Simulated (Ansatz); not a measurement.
Computed with Ansatz 0.2.0, DFT PBE, scalar-relativistic, plane waves, PAW. All cells share a 420 eV cutoff and Γ-centred k meshes spaced about 0.3 Å⁻¹ or finer (0.25 for metals, 2π included). No spin polarisation.

Temperature and zero-point effects are left out.

Two relaxed structures of B5As2:

1.

```
B As
1.0
     0.00000    6.36303    8.62154
     2.37497    0.00000    8.62154
     2.37497    6.36303    0.00000
B As
10 4
Direct
  0.04894 0.04894 0.95106
  0.95106 0.95106 0.04894
  0.20577 0.57223 0.79423
  0.57223 0.20577 0.42777
  0.97408 0.61417 0.02592
  0.02592 0.38583 0.97408
  0.61417 0.97408 0.38583
  0.38583 0.02592 0.61417
  0.42777 0.79423 0.57223
  0.79423 0.42777 0.20577
  0.74331 0.98582 0.01418
  0.01418 0.25669 0.74331
  0.25669 0.01418 0.98582
  0.98582 0.74331 0.25669
```

2.

```
B As
1.0
     3.16530    0.00000    0.00000
    -1.58265    2.74123    0.00000
     0.00000    0.00000    8.59651
B As
5 2
Cartesian
  0.0000 0.0000 0.0000
  1.5827 0.9137 8.0601
  0.0000 1.8275 0.5364
  0.0000 0.0000 3.4528
  0.0000 0.0000 5.1437
  1.5827 0.9137 5.9765
  0.0000 1.8275 2.6200
```

Question: Which is lower in energy, and by how much?

Answer: Cell 2 is lower, by 52 meV/atom. Cell 1 has space group Fmmm (No. 69), 18.6 Å³/atom and a gap of 0.86 eV on its mesh; cell 2 has space group P-3m1 (No. 164), 10.7 Å³/atom and no gap. Counting B atoms around As (those within 1.25 times the shortest such distance or 1.15 times the sum of covalent radii, 1.27 where that leaves under three), cell 1 has As 5 and cell 2 has As 4. Cell 1 and cell 2 both hold B–B nets. Even the lower one lies +0.35 eV/atom against the reference forms of the elements (uncorrected), so neither is stable at this level. In cell 1, B on a site of symmetry mm2 has 1 B at 1.69 Å, 2 B at 1.85 Å and 2 As at 2.15 Å; B on a site of symmetry m has 3 B at 1.74–1.85 Å and 2 As at 2.20 Å; around As lie 5 B at 2.14–2.20 Å; 1 more site not described. In cell 2, B on a site of symmetry -3m is surrounded by 6 B at 1.90 Å; B on a site of symmetry 3m is surrounded by 3 B at 1.90 Å, 1 As at 2.08 Å and 3 B at 2.12 Å; As is surrounded by 4 B at 2.01–2.08 Å; 1 more site not described. Both come from trial cells of a structure search, whose lowest cell (C2/m, 11.1 Å³/atom) lies 55 meV/atom below the lower of the two.

Weakly bound directions are ill-defined at this level, which has no dispersion term (Fmmm), and this can change margins and order among such cells. Kohn–Sham gaps at this level usually fall short of measured ones. In P-3m1 an odd number of electrons in the primitive cell allows no gap without spin; a larger cell or a magnetic state could open one. With atoms moved at random, cell 2 (by 55 meV/atom) fell into a lower structure. Cell 1 had no clear such test and can be a saddle point. Some candidate types were left out of the draw beforehand, so a known form may be missing.
